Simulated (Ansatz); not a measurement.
Given:

GeMo:
Space group Fm-3m (No. 225); a = 5.1122 Å, b = 5.1122 Å, c = 5.1122 Å, α = 90.00°, β = 90.00°, γ = 90.00°

| atom | site | symmetry | x | y | z |
|---|---|---|---|---|---|
| Ge | 4a | m-3m | 0.0000 | 0.0000 | 0.0000 |
| Mo | 4b | m-3m | 0.5000 | 0.5000 | 0.5000 |
(The calculation used a cell of 2 atoms; values per cell refer to that cell.)

This is the r²SCAN-relaxed structure.

**Question.** All from r²SCAN (plane waves, PAW; program Ansatz), unless another level is named. Predict the electronic character.

**Answer.** metallic (no gap).

**Question.** And the formation energy from the elements (no fitted shifts)?

**Answer.** 0.48 eV/atom.

**Question.** Give the density of states at the Fermi level.

**Answer.** 1.2 states/eV per atom (mean over ±0.08 eV).

A made-up cell: these elements were put on the sites of a structure type; neither database checked (COD, Materials Project) lists it. Whether it is the stable phase at ambient conditions was not checked. The cell was relaxed with r²SCAN under the symmetry of its start. At this level the phase is mechanically unstable. No spin polarisation was allowed. The references are the lowest solids computed at this level, not always the standard phases. Scalar-relativistic: spin–orbit coupling is off unless named, which matters more the heavier the elements.

Potentials: the later of the program's two PAW sets.
